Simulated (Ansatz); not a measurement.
C:
```
C
1.0
    0.00000     1.77728     1.77728
    1.77728     0.00000     1.77728
    1.77728     1.77728     0.00000
C
2
Cartesian
  1.77728   1.77728   1.77728
  2.66592   2.66592   2.66592
```

Relaxed with r²SCAN+D4. Special points in fractions of this cell's reciprocal vectors: Γ (0.000, 0.000, 0.000); X (0.500, 0.000, 0.500); U (0.625, 0.250, 0.625); K (0.375, 0.375, 0.750); L (0.500, 0.500, 0.500); W (0.500, 0.250, 0.750).

Question: List the band energies nearest the valence-band maximum at these points for plane-wave PAW r²SCAN+D4 (Ansatz code).

Answer: In eV from the valence-band maximum; about four levels below and three above (degenerate sets whole), none deeper than 8.9 eV; … stands for higher levels left out; points with the same levels are listed once.

| k | below | above |
|---|---|---|
| Γ | 0.00 0.00 0.00 | … |
| X | -6.71 -6.71 | 5.04 5.04 … |
| U | -5.72 | 6.02 11.40 … |
| L | -3.00 -3.00 | 8.96 8.96 … |
| W | -8.79 -8.79 | 11.32 11.32 … |

Space group Fd-3m (diamond). The cell was relaxed with r²SCAN+D4 under the symmetry of its start.

Potentials: the later of the program's two PAW sets.
